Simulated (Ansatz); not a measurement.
## PbCl3, one structure, two calculations

Cell: a COD entry whose atoms were relaxed with PBE, the cell held.

```cif
data_PbCl3
_symmetry_space_group_name_H-M 'P6_3/mmc'
_symmetry_Int_Tables_number 194
_cell_length_a 8.3732
_cell_length_b 8.3732
_cell_length_c 13.9808
_cell_angle_alpha 90.000
_cell_angle_beta 90.000
_cell_angle_gamma 120.000
loop_
_atom_site_label
_atom_site_type_symbol
_atom_site_symmetry_multiplicity
_atom_site_Wyckoff_symbol
_atom_site_fract_x
_atom_site_fract_y
_atom_site_fract_z
Pb Pb 4 f 0.3333 0.6667 0.3907
Cl5 Cl 6 h 0.1979 0.8021 0.2500
Cl11 Cl 6 g 0.5000 0.0000 0.5000
```

One atom of each set is listed.

First run. Method: Kohn–Sham DFT in Ansatz, PBE, plane waves and PAW, scalar-relativistic, 420 eV cutoff, Γ-centred 5×5×3 k-points, Fermi–Dirac smearing 0.05 eV.

```tsv
site	V_zz (10²¹ V/m²)	η
Pb	-10.95	0.00
Cl5	-16.06	0.89
Cl11	27.7	0.03
```

Second run. The same atoms and settings, except that spin–orbit coupling is included (fully relativistic PAW files).

Q: What does the second run give?

A: 

```
site    V_zz     η  change of V_zz
  Pb  -11.05  0.00           -0.10
 Cl5  -16.39  0.86           -0.33
Cl11    28.2  0.03           +0.46
```

The largest change of V_zz is on Cl11, from 27.7 to 28.2. In per cent, |V_zz| changes by +1 on Pb, +2 on Cl (all sites that start above 2).

With no gap above 0.1 eV, as in a metal, the gradients converge slowly in k; expect changes of a tenth or more on a denser mesh.
